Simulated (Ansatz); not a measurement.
TaAl:
```cif
data_AlTa
_chemical_formula_sum 'Ta1 Al1'
_space_group_name_H-M_alt 'P 1'
_space_group_IT_number 1
_cell_length_a 3.73624
_cell_length_b 3.73624
_cell_length_c 3.73624
_cell_angle_alpha 60.000
_cell_angle_beta 60.000
_cell_angle_gamma 60.000
loop_
_space_group_symop_operation_xyz
  'x, y, z'
loop_
_atom_site_label
_atom_site_type_symbol
_atom_site_fract_x
_atom_site_fract_y
_atom_site_fract_z
_atom_site_occupancy
Ta1 Ta 0.00000 0.00000 0.00000 1
Al1 Al 0.50000 0.50000 0.50000 1
```

Relaxed with PBE (plane waves, PAW; program Ansatz). Indices refer to the conventional cell of Fm-3m, a = 5.2838 Å, b = 5.2838 Å, c = 5.2838 Å, α = 90.00°, β = 90.00°, γ = 90.00°.

**Question.** Simulate the powder diffraction pattern (Cu Kα, λ = 1.54184 Å; lines above 1 %) up to 2θ = 90°.

**Answer.** Simulated powder pattern, Cu Kα, λ = 1.54184 Å (kinematic, ideal powder, no thermal factors, no anomalous dispersion; the 30 strongest lines at most, above 1 %, up to 2θ = 90°):

```json
[
 {"2θ (°)": "29.28", "d (Å)": "3.051", "I/Imax (%)": "100", "hkl": "(111)"},
 {"2θ (°)": "33.93", "d (Å)": "2.642", "I/Imax (%)": "95", "hkl": "(200)"},
 {"2θ (°)": "48.75", "d (Å)": "1.868", "I/Imax (%)": "70", "hkl": "(220)"},
 {"2θ (°)": "57.88", "d (Å)": "1.593", "I/Imax (%)": "48", "hkl": "(311)"},
 {"2θ (°)": "60.72", "d (Å)": "1.525", "I/Imax (%)": "24", "hkl": "(222)"},
 {"2θ (°)": "71.41", "d (Å)": "1.321", "I/Imax (%)": "11", "hkl": "(400)"},
 {"2θ (°)": "78.98", "d (Å)": "1.212", "I/Imax (%)": "20", "hkl": "(331)"},
 {"2θ (°)": "81.46", "d (Å)": "1.182", "I/Imax (%)": "32", "hkl": "(420)"}
]
```

The start of the workflow was typed in or built on a structure type; neither database checked (COD, Materials Project) lists it. Whether it is the stable phase at ambient conditions was not checked. Symmetry was held in the PBE relaxation; whether a distortion lowers the energy is not shown. No spin polarisation was allowed. Its formation energy is positive at this level, so the cell may be metastable or incomplete. Spin–orbit coupling is left out wherever it is not named.

Potentials: the earlier of the program's two PAW sets.
